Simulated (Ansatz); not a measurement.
WC:
```cif
data_CW
_chemical_formula_sum 'W1 C1'
_space_group_name_H-M_alt 'P-6m2'
_space_group_IT_number 187
_space_group_name_Hall 'P -6 2'
_cell_length_a 2.91247
_cell_length_b 2.91247
_cell_length_c 2.83669
_cell_angle_alpha 90.000
_cell_angle_beta 90.000
_cell_angle_gamma 120.000
loop_
_atom_site_label
_atom_site_type_symbol
_atom_site_symmetry_multiplicity
_atom_site_Wyckoff_symbol
_atom_site_fract_x
_atom_site_fract_y
_atom_site_fract_z
_atom_site_occupancy
W1 W 1 a 0.00000 0.00000 0.00000 1
C1 C 1 f 0.66667 0.33333 0.50000 1
```

Relaxed at zero pressure with r²SCAN (plane waves, PAW; program Ansatz).

### Question
The volume is raised by 6 % and shape and atoms relax at that volume. What pressure results, and how do the axes share the change?

### Answer
-20.7 GPa; a 2.1 %, b 2.1 %, c 1.6 %; the energy rises by 42 meV/atom.

### Question
Give the new structure.

### Answer

Space group P-6m2 (No. 187); a = 2.975 Å, b = 2.975 Å, c = 2.883 Å, α = 90.00°, β = 90.00°, γ = 120.00°

```csv
atom,site,symmetry,x,y,z
W,1a,-6m2,0.0000,0.0000,0.0000
C,1f,-6m2,0.6667,0.3333,0.5000
```

The phase is kept; no other phase was compared at this pressure.

The r²SCAN relaxation kept the symmetry of its start. No spin polarisation was allowed. Scalar-relativistic: spin–orbit coupling is off unless named, which matters more the heavier the elements.

Potentials: the earlier of the program's two PAW sets. The files were generated under PBE; for other functionals the program regenerates the frozen cores, and for LDA and PBEsol the local potential too.
